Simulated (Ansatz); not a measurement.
C:
```
C
1.0
    0.00000     3.73691     3.73691
    3.73691     0.00000     3.73691
    3.73691     3.73691     0.00000
C
8
Direct
  0.57048   0.28857   0.57048
  0.96143   0.67952   0.67952
  0.57048   0.57048   0.28857
  0.67952   0.96143   0.67952
  0.57048   0.57048   0.57048
  0.67952   0.67952   0.67952
  0.28857   0.57048   0.57048
  0.67952   0.67952   0.96143
```

Relaxed with r²SCAN. 

Problem. HSE06 on this cell (Ansatz, a program for electronic structure, PAW) gives a gap of 3.20 eV. What does r²SCAN give?

Solution. 2.48 eV.

Cost on shared cores: the r²SCAN run (SCF on a 7×7×7 mesh, then bands and DOS) around 60 core-seconds (rough), the HSE06 run (SCF on 4×4×4, then a few points) very roughly 4 core-minutes; the tasks are unlike.

Space group Fd-3m. The start of the workflow was typed in or built on a structure type. Its sites differ from those of the usual phase in this space group: another stacking or structure type. The cell was relaxed with r²SCAN under the symmetry of its start; whether a distortion lowers the energy is not shown.

Potentials: the later of the program's two PAW sets.

Ansatz is a plane-wave DFT program.
